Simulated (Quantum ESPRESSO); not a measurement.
Field gradients of Mg3ZnS4 from a PBE PAW density (pw.x of a modified build of Quantum ESPRESSO, JTH datasets) with the all-electron reconstruction of Petrilli and co-workers, 20 Ha, k-mesh 5×5×5 through Γ:

```yaml
crystal:
  lattice:
    - [5.20423, 0.00000, 0.00000]
    - [0.00000, 5.20423, 0.00000]
    - [0.00000, 0.00000, 5.20423]
  atoms:
    - { symbol: Zn, position: [0.00000, 0.00000, 0.00000] }
    - { symbol: S, position: [0.50000, 0.00000, 0.00000] }
    - { symbol: Mg, position: [0.00000, 0.50000, 0.50000] }
    - { symbol: S, position: [0.50000, 0.50000, 0.50000] }
    - { symbol: Mg, position: [0.50000, 0.00000, 0.50000] }
    - { symbol: S, position: [0.00000, 0.00000, 0.50000] }
    - { symbol: Mg, position: [0.50000, 0.50000, 0.00000] }
    - { symbol: S, position: [0.00000, 0.50000, 0.00000] }
```
The cell was made here from a computed Materials Project entry: one of 4 Mg replaced by Zn, cell and atoms relaxed (PBE without dispersion, pw.x of Quantum ESPRESSO, symmetry kept). The parent is MgS in Fm-3m; whether this form has been observed was not checked. The swapped cell is a model, not a known phase. Stability against distortions was not tested.

Vzz is the sum of three terms, each taken along its main axis: the smooth valence density, the ions (nucleus and frozen core) with the augmentation charges of all other spheres, and the all-electron minus smooth density in the atom's own sphere. The split hangs on the datasets.  Cores are frozen. Against all-electron runs on small test molecules, this scheme's |Vzz| missed by −3 % on S.

| site | smooth valence density | ions and other spheres | own sphere | Vzz (a.u.) |
|---|---|---|---|---|
| S1 (atoms 2, 6, 8) | 0.023 | 0.029 | … | … |

Problem. What belongs in the gaps?

Solution. 
- S1 (atoms 2, 6, 8), own sphere: 0.491
- S1 (atoms 2, 6, 8), Vzz (a.u.): 0.544
